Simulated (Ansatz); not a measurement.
Polymorphs of TaP, each relaxed with plane-wave PAW LDA (Ansatz code):

A: I4_1md
a = 3.291 Å, b = 3.291 Å, c = 11.204 Å, α = 90.00°, β = 90.00°, γ = 90.00°

```tsv
atom	site	symmetry	x	y	z
Ta	4a	2mm.	0.0000	0.0000	0.9993
P	4a	2mm.	0.0000	0.0000	0.4167
```

B: P-6m2
a = b = 3.263 Å, c = 3.297 Å, α = β = 90.00°, γ = 120.00°

```json
[
 {"atom": "Ta", "site": "1e", "symmetry": "-6m2", "x": "0.6667", "y": "0.3333", "z": "0.0000"},
 {"atom": "P", "site": "1b", "symmetry": "-6m2", "x": "0.0000", "y": "0.0000", "z": "0.5000"}
]
```

Task: Put the candidates in order of energy per atom at 0 K, lowest first, for LDA.

Result: A (+0 meV/atom), B (+9 meV/atom)

Standing as an ambient phase not checked: A; B. All cells were relaxed under the symmetry of their starts (and spin orders); stability against distortions was not tested throughout. Rows with no word on spin ran without spin polarisation. Spin–orbit coupling is left out wherever it is not named.

Energies hold the estimated change up to a 700 eV cutoff; steps of a few meV lie near the error of the meshes.

Potentials: the later of the program's two PAW sets.
